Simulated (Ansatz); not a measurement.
The cell below belongs to a search over invented structures; it isn't taken from experiment.

Input and command of a plane-wave DFT calculation in Ansatz:

```yaml
crystal:
  lattice:
    - [2.9591141221, 0.0, 0.0]
    - [0.0, 2.9591141221, 0.0]
    - [0.0, 0.0, 8.5011471126]
  atoms:
    - { symbol: Ta, position: [0.5, 0.5, 0.0] }
    - { symbol: Al, position: [0.0, 0.0, 0.2633030589] }
    - { symbol: Al, position: [0.5, 0.5, 0.5] }
    - { symbol: Al, position: [0.0, 0.0, 0.7366969411] }
    - { symbol: "N", position: [0.0, 0.0, 0.0] }
    - { symbol: "N", position: [0.5, 0.5, 0.2658050689] }
    - { symbol: "N", position: [0.0, 0.0, 0.5] }
    - { symbol: "N", position: [0.5, 0.5, 0.7341949311] }
basis:
  ecutwfc: 420
kpoints:
  mp_grid: { grid: [12, 12, 6] }
hamiltonian:
  xc: pbe
scf:
  occupations: { method: gaussian, width: 0.1 }
output:
  forces: true
  stress: true
  eigenvalues: true
  write_density: true
  write_potential: true
  elf: true
  volumetric_format: npy
relax:
  adjacent_minimum: "off"
  f_tol: 0.01
  max_steps: 80
  cell: { stress_tol: 0.05 }
```

```bash
ansatz run input.yaml --threads 1 --pin off --max-ram 2560MiB --backend cpu --events-out ev --progress --plain --runs-dir out
```

Processor: Intel(R) Xeon(R) Processor @ 2.50GHz (Skylake/Cascade Lake), 1 thread, on a host shared with other jobs.

Task: Estimate time, memory and problem size.

Result: About 120 s, peak memory 0.51 GiB. It solves 29 bands at 112 k points (after reduction by symmetry) with about 1401 plane waves (on the last cell), in 26 SCF iterations over 4 ionic steps.
